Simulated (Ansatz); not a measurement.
An Ansatz (a quantum-chemistry and plane-wave program) run. Input:

Ansatz 0.2 input:
```yaml
crystal:
  lattice:
    - [9.8356396688, 0.0, 0.0]
    - [0.0, 9.8356396688, 0.0]
    - [0.0, 0.0, 9.8356567459]
  atoms:
    - { symbol: O, position: [0.2670229827, 0.1249132119, 0.1078853148] }
    - { symbol: O, position: [0.3750867881, 0.7670229827, 0.3578853148] }
    - { symbol: O, position: [0.7329770173, 0.8750867881, 0.6078853148] }
    - { symbol: O, position: [0.6249132119, 0.2329770173, 0.8578853148] }
    - { symbol: O, position: [0.7670229827, 0.3750867881, 0.6421146852] }
    - { symbol: O, position: [0.8750867881, 0.7329770173, 0.3921146852] }
    - { symbol: O, position: [0.2329770173, 0.6249132119, 0.1421146852] }
    - { symbol: O, position: [0.1249132119, 0.2670229827, 0.8921146852] }
    - { symbol: O, position: [0.2672513117, 0.874912813, 0.1421553581] }
    - { symbol: O, position: [0.625087187, 0.7672513117, 0.3921553581] }
    - { symbol: O, position: [0.7327486883, 0.125087187, 0.6421553581] }
    - { symbol: O, position: [0.374912813, 0.2327486883, 0.8921553581] }
    - { symbol: O, position: [0.7672513117, 0.625087187, 0.6078446419] }
    - { symbol: O, position: [0.125087187, 0.7327486883, 0.3578446419] }
    - { symbol: O, position: [0.2327486883, 0.374912813, 0.1078446419] }
    - { symbol: O, position: [0.874912813, 0.2672513117, 0.8578446419] }
    - { symbol: O, position: [0.4827407463, 0.9829939247, 0.2502544852] }
    - { symbol: O, position: [0.5170060753, 0.9827407463, 0.5002544852] }
    - { symbol: O, position: [0.5172592537, 0.0170060753, 0.7502544852] }
    - { symbol: O, position: [0.4829939247, 0.0172592537, 0.0002544852] }
    - { symbol: O, position: [0.9827407463, 0.5170060753, 0.4997455148] }
    - { symbol: O, position: [0.0170060753, 0.5172592537, 0.2497455148] }
    - { symbol: O, position: [0.0172592537, 0.4829939247, 0.9997455148] }
    - { symbol: O, position: [0.9829939247, 0.4827407463, 0.7497455148] }
    - { symbol: Si, position: [0.2498974899, 0.2498974899, 0.0] }
    - { symbol: Si, position: [0.2501025101, 0.7498974899, 0.25] }
    - { symbol: Si, position: [0.7501025101, 0.7501025101, 0.5] }
    - { symbol: Si, position: [0.7498974899, 0.2501025101, 0.75] }
    - { symbol: Si, position: [0.3750019393, 0.0000253824, 0.1251327416] }
    - { symbol: Si, position: [0.4999746176, 0.8750019393, 0.3751327416] }
    - { symbol: Si, position: [0.6249980607, 0.9999746176, 0.6251327416] }
    - { symbol: Si, position: [0.5000253824, 0.1249980607, 0.8751327416] }
    - { symbol: Si, position: [0.8750019393, 0.4999746176, 0.6248672584] }
    - { symbol: Si, position: [0.9999746176, 0.6249980607, 0.3748672584] }
    - { symbol: Si, position: [0.1249980607, 0.5000253824, 0.1248672584] }
    - { symbol: Si, position: [0.0000253824, 0.3750019393, 0.8748672584] }
kpoints:
  mp_grid: { grid: [3, 3, 3] }
hamiltonian:
  xc: pbesol
  pseudopotentials: { kind: paw }
scf:
  occupations: { method: fixed }
elastic: { mode: relaxed_ion, stencil: two_point, amplitude: 0.005, f_tol: 0.0005 }
output: { polarization: {} }
```

Output (shortened):

```
Pseudopotentials: kind: paw
Pseudopotential: O, paw, valence charge 6
Pseudopotential: Si, paw, valence charge 4
Functional definition: PBEsol
Crystal: 36 atoms, lattice volume = 951.500 Å³
Basis set: ecut = 420 eV, 18805 PW (Γ), exchange–correlation on 144×144×144 points (8 copies of the dense FFT grid, shifted against one another)
Bands: 132, of which v1, the nominal top of the filled ones, is band 96 counted from 1 (95 counted from 0)
Symmetry: 8 space group operations
Space group: P41212 (ITA 92), of the structure as read, at distance tolerance 9.8e-5 Å
k-points: 6 of 27
PAW frozen core: O, regenerated for the run's functional, and the local potential with it
PAW frozen core: Si, regenerated for the run's functional, and the local potential with it
Initial wavefunctions: pseudopotential atomic-orbital guess
Eigensolver: davidson
Functional: x = pbesol(κ = 0.804, μ = 0.12345679012345678), c = pbesol(β = 0.046)
all-band conjugate gradients solve this SCF's bands
SCF 1 converged in 12 iterations: F = -20953.828834 eV  dr2 = 1.17e-14
Crystal: 36 atoms, lattice volume = 946.742 Å³
Basis set: ecut = 420 eV, 18541 PW (Γ), exchange–correlation on 144×144×144 points (8 copies of the dense FFT grid, shifted against one another)
Symmetry: 4 space group operations
k-points: 8 of 27 (time reversal used)
Initial density: handed on by an earlier stage of this run
Initial wavefunctions: pseudopotential atomic-orbital guess (no wavefunctions were taken with the density)
SCF 2 converged in 12 iterations: F = -20953.815498 eV  dr2 = 3.64e-14
relax step   1: F+E_penalty+E_count = -20953.81549757 eV  Δ(F+E_penalty+E_count) = +0.000e0 eV  max|allowed force component| = 1.543e-1 eV/Å  Δτ_max = 0.0000 Å  (12 SCF iters, accepted)
density extrapolation: transplant  |δρ|_rms = 4.513e-2 e/Å³  SAD shift = 2.271e-3 e/Å³
Crystal: 36 atoms, lattice volume = 946.742 Å³
Initial wavefunctions: those handed on with the density
SCF 3 converged in 9 iterations: F = -20953.818733 eV  dr2 = 6.52e-14
relax step   2: F+E_penalty+E_count = -20953.81873260 eV  Δ(F+E_penalty+E_count) = -3.235e-3 eV  max|allowed force component| = 8.849e-2 eV/Å  Δτ_max = 0.0020 Å  (9 SCF iters, accepted)
density extrapolation: transplant  |δρ|_rms = 4.512e-2 e/Å³  SAD shift = 5.850e-3 e/Å³
Crystal: 36 atoms, lattice volume = 946.742 Å³
SCF 4 converged in 11 iterations: F = -20953.821366 eV  dr2 = 2.27e-14
relax step   3: F+E_penalty+E_count = -20953.82136638 eV  Δ(F+E_penalty+E_count) = -2.634e-3 eV  max|allowed force component| = 1.539e-3 eV/Å  Δτ_max = 0.0052 Å  (11 SCF iters, accepted)
[...]
  E_nonlocal   = 1450.029559
  E_hartree    = 10379.006904
  E_xc         = -2417.331104
  E_vxc        = -2822.046989  (∫ρ·V_xc dr)
  E_paw        = -9666.858617  (= ΣΔE_a)
  E_vpaw       = -913.920269  (= ΣTr[D̂ρ^β])
  E_aug_tail   = 0.061176  (compensation charges beyond the density's cutoff)
  E_ewald      = -379.542316
  E_core_change = 1.225638  (= ΣΔE_core)
  E_smearing   =  0.000000  (= −TS)
  E_closure    =  0.000000  (closes the sum)
  Σ components = -20953.828834   (vs F -20953.828834, Δ=0.00e0)
--- Forces (eV/Å), atoms counted from 1 ---
  atom   1  O      0.00000536    -0.00010063     0.00006332
  atom   2  O      0.00010063     0.00000536     0.00006332
  atom   3  O     -0.00000536     0.00010063     0.00006332
  atom   4  O     -0.00010063    -0.00000536     0.00006332
  atom   5  O      0.00000536     0.00010063    -0.00006332
  atom   6  O      0.00010063    -0.00000536    -0.00006332
  atom   7  O     -0.00000536    -0.00010063    -0.00006332
  atom   8  O     -0.00010063     0.00000536    -0.00006332
  atom   9  O     -0.00010407    -0.00008761     0.00001418
  atom  10  O      0.00008761    -0.00010407     0.00001418
  atom  11  O      0.00010407     0.00008761     0.00001418
  atom  12  O     -0.00008761     0.00010407     0.00001418
  atom  13  O     -0.00010407     0.00008761    -0.00001418
  atom  14  O      0.00008761     0.00010407    -0.00001418
  atom  15  O      0.00010407    -0.00008761    -0.00001418
  atom  16  O     -0.00008761    -0.00010407    -0.00001418
  atom  17  O      0.00001665    -0.00021192     0.00000881
  atom  18  O      0.00021192     0.00001665     0.00000881
  atom  19  O     -0.00001665     0.00021192     0.00000881
  atom  20  O     -0.00021192    -0.00001665     0.00000881
  atom  21  O      0.00001665     0.00021192    -0.00000881
  atom  22  O      0.00021192    -0.00001665    -0.00000881
  atom  23  O     -0.00001665    -0.00021192    -0.00000881
  atom  24  O     -0.00021192     0.00001665    -0.00000881
  atom  25  Si     0.00031135     0.00031135     0.00000000
  atom  26  Si    -0.00031135     0.00031135     0.00000000
  atom  27  Si    -0.00031135    -0.00031135     0.00000000
  atom  28  Si     0.00031135    -0.00031135     0.00000000
  atom  29  Si     0.00005189     0.00002485    -0.00026624
  atom  30  Si    -0.00002485     0.00005189    -0.00026624
  atom  31  Si    -0.00005189    -0.00002485    -0.00026624
  atom  32  Si     0.00002485    -0.00005189    -0.00026624
  atom  33  Si     0.00005189    -0.00002485     0.00026624
  atom  34  Si    -0.00002485    -0.00005189     0.00026624
  atom  35  Si    -0.00005189     0.00002485     0.00026624
  atom  36  Si     0.00002485     0.00005189     0.00026624
  max |Σ_I F_I| component: 3.08e-19 eV/Å
--- Stress (GPa, compression-positive) ---
       -0.000115       0.000000       0.000000
        0.000000      -0.000115       0.000000
        0.000000       0.000000       0.000287
  P = ⅓ Tr σ = 0.0000 GPa (0.000 kbar)
  The stress holds the Pulay correction. Without it, at fixed plane waves, as pw.x and ABINIT print it: P = -0.3133 GPa
  The stress includes an estimate of the error left by incomplete SCF convergence (largest component  0.0000 GPa; it does not cover the PAW one-centre terms).
--- Band table (eV; the first three rows and the last of 6) ---
  k-point 0: bands = ["-22.2182", "-21.8211", "-21.8211", "-21.8211", "-21.2847", "-21.2847", "-21.2847", "-20.7824", "-20.7824", "-20.4892", "-20.4892", "-20.4892", "-20.3180", "-20.2295", "-20.2295", "-20.2295", "-20.0491", "-20.0491", "-20.0491", …
  k-point 1: bands = ["-22.1671", "-22.0248", "-21.7541", "-21.5945", "-21.5640", "-21.3874", "-20.9693", "-20.7428", "-20.6943", "-20.6753", "-20.6283", "-20.5404", "-20.2079", "-20.1797", "-20.1551", "-20.1440", "-20.1021", "-20.0775", "-20.0362", …
  k-point 2: bands = ["-22.1671", "-22.0248", "-21.7541", "-21.5945", "-21.5640", "-21.3874", "-20.9693", "-20.7428", "-20.6943", "-20.6754", "-20.6283", "-20.5404", "-20.2079", "-20.1797", "-20.1551", "-20.1440", "-20.1021", "-20.0775", "-20.0362", …
  k-point 5: bands = ["-22.0806", "-22.0188", "-21.8739", "-21.8027", "-21.3414", "-21.2391", "-21.0612", "-20.9529", "-20.6671", "-20.6186", "-20.5371", "-20.5016", "-20.2496", "-20.2432", "-20.1890", "-20.1406", "-20.0574", "-19.9672", "-19.9187", …
  band table: 132 of 132 bands, residual norms ≤ 1.0e-3 eV
--- Elastic constants: 4 strain directions × 2 members + reference (group order 8) ---
  dense FFT box of the reference and of every strained cell: 72×72×72
  strains applied: 11, 33, 23, 12; error gains …
  C = ∂σ_k/∂η_j (tension-positive GPa; Voigt order 11 22 33 23 13 12):
        85.276     42.646     42.646      0.000      0.000      0.000
        42.646     85.276     42.646      0.000      0.000      0.000
        42.645     42.645     85.274      0.000      0.000      0.000
         0.000      0.000      0.000     22.004      0.000      0.000
         0.000      0.000      0.000      0.000     22.004      0.000
         0.000      0.000      0.000      0.000      0.000     22.004
  reference stress σ⁰ (GPa):      0.000      0.000      0.000      0.000      0.000      0.000
  moduli (Voigt/Reuss/Hill, GPa): K = 56.86/56.86/56.86   G = 21.73/21.72/21.73   E = 57.81   ν = 0.331
  mechanically stable: yes (min eigenvalue of sym C = 22.00 GPa)
  e, the proper piezoelectric tensor (elastic.mode: relaxed_ion; C/m²; rows x y z; Voigt order 11 22 33 23 13 12):
       0.00000    0.00000    0.00000    0.00000    0.00000    0.00000
       0.00000    0.00000    0.00000    0.00000    0.00000    0.00000
       0.00000    0.00000    0.00000    0.00000    0.00000    0.00000
  ±, each entry's uncertainty from the finite density of the strings (C/m²), an estimate: the size of the correction for it that the entry includes:
       0.00000    0.00000    0.00000    0.00000    0.00000    0.00000
       0.00000    0.00000    0.00000    0.00000    0.00000    0.00000
       0.00000    0.00000    0.00000    0.00000    0.00000    0.00000
  strain η (Voigt 11):  stress-route row diagonal C_11 = 85.28 GPa, energy-path curvature d²(F+E_count+ΔE)/dδ²/Ω₀ = 85.29 GPa
         δ    σ_11 (GPa)             F (eV)   n_scf  n_hpsi   n_pw
    -5.000e-3      -0.4262      -20953.8213748      10   16815  18541   relax 4 steps, max|allowed force component| 1.89e-4 eV/Å
     5.000e-3       0.4266      -20953.8213175      10   17066  18813   relax 4 steps, max|allowed force component| 2.08e-4 eV/Å
  strain η (Voigt 33):  stress-route row diagonal C_33 = 85.27 GPa, energy-path curvature d²(F+E_count+ΔE)/dδ²/Ω₀ = 85.28 GPa
         δ    σ_33 (GPa)             F (eV)   n_scf  n_hpsi   n_pw
    -5.000e-3      -0.4261      -20953.8213772      10   12579  18541   relax 5 steps, max|allowed force component| 2.23e-4 eV/Å
     5.000e-3       0.4267      -20953.8213158      10   12514  18813   relax 6 steps, max|allowed force component| 5.25e-5 eV/Å
  strain η (Voigt 23):  stress-route row diagonal C_44 = 22.00 GPa, energy-path curvature d²(F+E_count+ΔE)/dδ²/Ω₀ = 22.03 GPa
         δ    σ_23 (GPa)             F (eV)   n_scf  n_hpsi   n_pw
    -5.000e-3      -0.1100      -20953.8261217      10   20796  18697   relax 4 steps, max|allowed force component| 4.50e-4 eV/Å
     5.000e-3       0.1100      -20953.8261217      10   20803  18697   relax 4 steps, max|allowed force component| 4.50e-4 eV/Å
  strain η (Voigt 12):  stress-route row diagonal C_66 = 22.00 GPa, energy-path curvature d²(F+E_count+ΔE)/dδ²/Ω₀ = 22.02 GPa
         δ    σ_12 (GPa)             F (eV)   n_scf  n_hpsi   n_pw
    -5.000e-3      -0.1100      -20953.8261221      10   16768  18697   relax 5 steps, max|allowed force component| 2.24e-4 eV/Å
     5.000e-3       0.1100      -20953.8261221      10   16793  18697   relax 5 steps, max|allowed force component| 2.24e-4 eV/Å
--- Formal polarisation (Berry phase): one branch of a lattice of values; only differences between neighbouring runs are physical ---
  axis  mesh            electronic          ionic      p = total  spread (rad)  least overlap  resolved gap  δp at fixed H ≤   (phases in cycles; p mod 2 …
  b1    3×3×3           0.00000000    96.00000000    96.00000000      0.000000         0.9797        5.5739           6.5e-6
  b2    3×3×3           0.00000000    96.00000000    96.00000000      0.000000         0.9797        5.5739           6.5e-6
  b3    3×3×3           0.00000000    94.00000000    94.00000000      0.000000         0.9797        5.5739           6.6e-6
  quantum along a1:   0.02067398 e/Å² =    33.123362 µC/cm²
  quantum along a2:   0.02067398 e/Å² =    33.123362 µC/cm²
  quantum along a3:   0.02067401 e/Å² =    33.123420 µC/cm²
  P = (  0.99235088,   0.99235088,   0.97167859) e/Å² = ( 1589.921393,  1589.921393,  1556.800734) µC/cm²  (mod the quanta)
```

Cost: about 2.7 core-hours (a rough figure) on shared cores.

Space group I4_132. The workflow started from an entry of the Crystallography Open Database (COD); the relaxed space group is not among those it files for this formula. It is not the phase usual at ambient conditions (space group No. 92, 152, 154). The cell was relaxed with PBEsol under the symmetry of its start; its stability against distortions is not shown here. The volume moved by 98 % from the start of the relaxation. Point labels and valley counts follow the cell and symmetry of the run, lower than the named group.

Potentials: the later of the program's two PAW sets.

Ansatz is a plane-wave DFT program.
